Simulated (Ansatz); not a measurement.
PtSe₂: field gradients at two levels of theory

Cell: a COD entry, ions relaxed with PBE at fixed cell.

```yaml
crystal:
  lattice:
    - [3.72780, 0.00000, 0.00000]
    - [-1.86390, 3.22837, 0.00000]
    - [0.00000, 0.00000, 5.03130]
  atoms:
    - { symbol: Pt, position: [0.00000, 0.00000, 0.00000] }
    - { symbol: Se, position: [0.33333, 0.66667, 0.26021] }
    - { symbol: Se, position: [0.66667, 0.33333, 0.73979] }
```

Sites (sets of like atoms) are named by element and the number of their first atom in this list.

First run. Computed with Ansatz: DFT, PBE, plane waves and PAW, scalar-relativistic, 420 eV cutoff, Γ-centred 14×14×9 k-points, Fermi–Dirac smearing 0.05 eV.

| site | atom | V_zz (10²¹ V/m²) | η |
| --- | --- | --- | --- |
| Pt | 1 | 8.76 | 0.00 |
| Se | 2 | -2.94 | 0.00 |

Second run. The same atoms and settings, except that spin–orbit coupling is included (fully relativistic PAW files).

Task: Given the first result, estimate the second.

Result: 

```json
{"site": "Pt", "atom": "1", "V_zz": "8.73", "η": "0.00", "change of V_zz": "-0.03"}
{"site": "Se", "atom": "2", "V_zz": "-3.66", "η": "0.00", "change of V_zz": "-0.72"}
```

The largest change of V_zz is on Se, from -2.94 to -3.66. In per cent, |V_zz| changes by 0 on Pt, +24 on Se (all sites that start above 2).

At this cell the principal stresses reach 5 GPa in size with PBE, which can matter for small gradients. The run finds no gap above 0.1 eV (a metal, or nearly one), so the gradients can move by 10 % or more with the k-mesh.
